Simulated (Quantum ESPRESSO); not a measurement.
# Zr3Pd3TaW: one composition in several site orders

A calculation, not a measurement. The program is pw.x of Quantum ESPRESSO 7.5 (plane-wave density functional theory). The cell is made up: eight metal atoms on a hexagonal close-packed lattice, with elements, volume, strain and displacements drawn at random and not relaxed, so it may be unstable or far from any real phase. PseudoDojo standard norm-conserving files set the functional (PBE unless stated); there is no spin polarisation or spin-orbit coupling, the Fermi-Dirac width of 0.25 eV means electrons at about 2900 K, and the masses in the input are unused placeholders. Heavy elements are run without spin-orbit coupling, which real alloys of them have. A spin test at this wide smearing found no moment, but such smearing suppresses magnetism that the real alloy may have.

The runs put one composition on the sites in different orders. Cell, positions, cutoff, mesh and smearing stay as in the input of run 1; sites are counted in its order. Stress in the tables is positive in tension.

Input of run 1:

```
&control calculation='scf', pseudo_dir='./dojo.nc.sr.pbe.v0_5.standard.upf', outdir='./o', disk_io='medium', tprnfor=.true., tstress=.true. /
&system ibrav=0, nat=8, ntyp=4, nbnd=77, ecutwfc=82.02448710, nosym=.true., tot_charge=0,
 occupations='smearing', smearing='fd', degauss=0.0183746611
/
&electrons conv_thr=1.470e-08, electron_maxstep=70, mixing_beta=0.5 /
ATOMIC_SPECIES
Pd 1.0 Pd.upf
Ta 1.0 Ta.upf
W 1.0 W.upf
Zr 1.0 Zr.upf
CELL_PARAMETERS angstrom
2.9916 -0.0143 0.0389
1.4473 -2.5163 -4.5662
1.3979 7.4576 -4.5314
ATOMIC_POSITIONS angstrom
Zr 0.0397 0.1123 0.0331
Zr 1.3359 2.4594 -4.4406
Pd 1.4517 -0.8133 -2.2664
Zr 2.856 1.6174 -6.8148
Ta 2.9801 5.0447 -4.4958
Pd 2.9645 -0.0494 -4.5886
Pd 2.9744 1.5538 -2.227
W 4.3283 4.1529 -6.865
K_POINTS automatic
8 5 3 1 1 1
```

| run | elements on sites 1 to 8 | free energy less that of run 1 (eV) | -TS (eV) | pressure (GPa) | stress xx (GPa) | stress yy (GPa) | stress zz (GPa) | stress yz (GPa) | stress xz (GPa) | stress xy (GPa) | iterations |
| --- | --- | --- | --- | --- | --- | --- | --- | --- | --- | --- | --- |
| 1 | Zr Zr Pd Zr Ta Pd Pd W | 0.000 | -1.509 | 14.14 | -12.09 | -12.93 | -17.41 | 1.28 | 0.53 | 0.06 | 22 |
| 2 | Pd Ta Zr W Pd Zr Pd Zr | -0.196 | -1.594 | 12.81 | -8.06 | -14.50 | -15.85 | -0.42 | 0.70 | -0.13 | 21 |
| 3 | Ta Zr Pd Pd Pd Zr Zr W | 1.228 | -1.597 | 12.73 | -7.47 | -14.14 | -16.58 | -0.08 | 0.62 | -0.34 | 21 |
| 4 | Zr Zr Ta Zr Pd Pd W Pd | -0.451 | -1.551 | 13.18 | -9.14 | -10.79 | -19.61 | -3.50 | 0.16 | 0.09 | 20 |
| 5 | W Zr Ta Pd Zr Zr Pd Pd | -0.274 | -1.615 | 13.00 | -9.81 | -14.02 | -15.16 | 2.01 | 0.44 | 0.45 | 21 |
| 6 | Pd Zr W Pd Zr Ta Pd Zr | -0.299 | -1.474 | 12.05 | -6.12 | -13.45 | -16.59 | -2.71 | 0.91 | 0.06 | 21 |

Forces Fx Fy Fz (eV/Å):

| site | run 1 | run 2 | run 3 | run 4 | run 5 | run 6 |
| --- | --- | --- | --- | --- | --- | --- |
| 1 | -0.05 0.46 -0.86 | -0.13 -0.93 -0.34 | 0.00 -2.98 0.60 | 0.03 -1.07 0.41 | 0.14 -0.90 0.26 | -0.11 -0.18 -0.83 |
| 2 | 0.44 -0.59 -0.05 | 0.49 0.76 -0.07 | 0.40 2.32 -2.53 | 0.30 0.42 -0.65 | 0.46 0.34 -0.67 | 0.56 -0.71 0.02 |
| 3 | 0.06 0.00 -0.04 | 0.05 1.23 1.79 | 0.12 -1.00 0.65 | 0.03 -0.02 -0.34 | -0.27 0.01 0.52 | -0.02 1.38 0.25 |
| 4 | 0.12 -0.37 1.15 | 0.09 0.33 0.47 | 0.03 1.20 -0.11 | 0.12 0.80 -0.54 | 0.02 0.28 0.18 | 0.05 -0.19 0.55 |
| 5 | -0.22 -0.29 -1.78 | -0.27 -0.94 -0.21 | -0.35 -0.23 -0.43 | -0.18 -0.35 -0.71 | -0.11 0.00 0.18 | -0.13 0.25 -0.14 |
| 6 | -0.10 0.18 0.40 | -0.10 -0.55 -1.38 | -0.13 0.23 1.29 | -0.12 0.20 0.27 | -0.18 -0.53 -1.05 | -0.24 -1.10 0.15 |
| 7 | -0.27 0.14 -0.07 | -0.26 0.98 -0.45 | -0.26 0.51 0.01 | -0.24 -0.33 0.53 | -0.22 0.69 -0.06 | -0.23 0.34 0.32 |
| 8 | 0.01 0.47 1.25 | 0.14 -0.88 0.19 | 0.19 -0.05 0.51 | 0.07 0.35 1.02 | 0.16 0.11 0.63 | 0.11 0.20 -0.32 |

The sites are displaced and not relaxed, so the energy differences mix bonding between neighbours with strain and are not ordering energies. A rerun of one cell of this series at a higher cutoff and on a denser mesh moved values by no more than 0.005 eV in energy, 0.07 GPa in stress and 0.009 eV/Å in force, and a second program with other atomic files agreed on that cell to 2 % rms in force and 0.5 GPa in pressure.